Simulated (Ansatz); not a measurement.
Q: Ga (α-Ga, Cmce) is relaxed with PBE in the plane-wave PAW code Ansatz. What lattice parameters of the conventional cell result?

A: a = 4.582 Å, b = 7.743 Å, c = 4.583 Å.

Q: Give the free coordinates with the occupied sites.

A: In one choice of origin and axes:

```
atom  site  symmetry       x       y       z
----  ----  --------  ------  ------  ------
Ga      8f       m..  0.0000  0.3437  0.4176
```

The PBE relaxation kept the symmetry of its start. Axis ratios of metals converge slowly with the k-mesh, so a and c are less sure than the volume.

Potentials: the earlier of the program's two PAW sets.
